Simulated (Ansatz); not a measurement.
The elements of this relaxed trial crystal are hidden behind letters.

```
lattice vectors (Å)
   1.7306    0.9992    6.1140
  -1.7306    0.9992    6.1140
   0.0000   -1.9983    6.1140
fractional positions
X 0.9002 0.9002 0.9002
X 0.0998 0.0998 0.0998
Z 0.0000 0.5000 0.5000
Z 0.5000 0.0000 0.5000
Z 0.5000 0.5000 0.0000
```

The calculation used DFT PBE, scalar-relativistic, plane waves, PAW (Ansatz 0.2.0). Settings of the last relaxation (5-atom cell): 420 eV, 12×12×12 k points, Gaussian smearing of 0.10 eV, no spin polarisation.

* Space group: R-3m (No. 166)
* Conventional cell: a = 3.461 Å, c = 18.342 Å
* Volume per atom: 12.69 Å³
* Density: 2.12 g/cm³
* Energy over the elements: +0.19 eV/atom
* Gap on the 12×12×12 mesh of the 5-atom cell: 0 eV (a metal)

Energies are uncorrected and count from the elements' standard states at the same level.

Question: X is an s-block element of period 3 and Z is a p-block element of period 2. Which elements are they?

Answer: X = Mg, Z = B, so the formula is Mg2B3. Density times volume gives a mean mass of 2.12 × 12.69/1.6605 = 16.2 u per atom, and this set has 16.2 u. Among the elements that the hints allow, noble gases aside, only these give it. Mg is surrounded by 6 B at 2.52 Å; B has 4 B at 1.73 Å and 4 Mg at 2.52 Å.

The cell is a metal run without spin; a magnetic state may lie lower. This cell was reached by moving the atoms of another relaxed cell at random and relaxing again, last within the group found; it had no such test of its own.
